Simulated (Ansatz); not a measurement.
P2W:
```cif
data_P8W4
_chemical_formula_sum 'P8 W4'
_space_group_name_H-M_alt 'Cmc21'
_space_group_IT_number 36
_space_group_name_Hall 'C 2c -2'
_cell_length_a 3.13180
_cell_length_b 11.08169
_cell_length_c 4.93335
_cell_angle_alpha 90.000
_cell_angle_beta 90.000
_cell_angle_gamma 90.000
loop_
_atom_site_label
_atom_site_type_symbol
_atom_site_symmetry_multiplicity
_atom_site_Wyckoff_symbol
_atom_site_fract_x
_atom_site_fract_y
_atom_site_fract_z
_atom_site_occupancy
P1 P 4 a 0.00000 0.06998 0.88256 1
P2 P 4 a 0.00000 0.20288 0.20049 1
W1 W 4 a 0.00000 0.59330 0.49995 1
```
(The calculation used a cell of 6 atoms; values per cell refer to that cell.)

Relaxed at zero pressure with plane-wave PAW LDA (Ansatz code).

**Question.** The volume is lowered by 3 % and shape and atoms relax at that volume. What pressure results, and how do the axes share the change?

**Answer.** 6.8 GPa; a -1.1 %, b -0.8 %, c -1.2 %; the energy rises by 9 meV/atom.

**Question.** Give the new structure.

**Answer.** 
Space group Cmc2₁ (No. 36); a = 3.0970 Å, b = 10.9969 Å, c = 4.8765 Å, α = 90.00°, β = 90.00°, γ = 90.00°

```tsv
atom	site	symmetry	x	y	z
P	4a	m..	0.0000	0.0709	0.8832
P	4a	m..	0.0000	0.2042	0.2008
W	4a	m..	0.0000	0.5930	0.4990
```

The phase is kept; no other phase was compared at this pressure.

Space group Cmc2_1. The first step of the workflow began from a Materials Project structure, measured or hypothetical; the Crystallography Open Database files this formula in space group No. 36, but the cells were not matched. Its standing as an ambient phase is unchecked. The cell was relaxed with LDA under the symmetry of its start; whether a distortion lowers the energy is not shown. The run is not spin-polarised. Spin–orbit coupling is left out wherever it is not named.

Potentials: the earlier of the program's two PAW sets. The files were generated under PBE; for other functionals the program regenerates the frozen cores, and for LDA and PBEsol the local potential too.
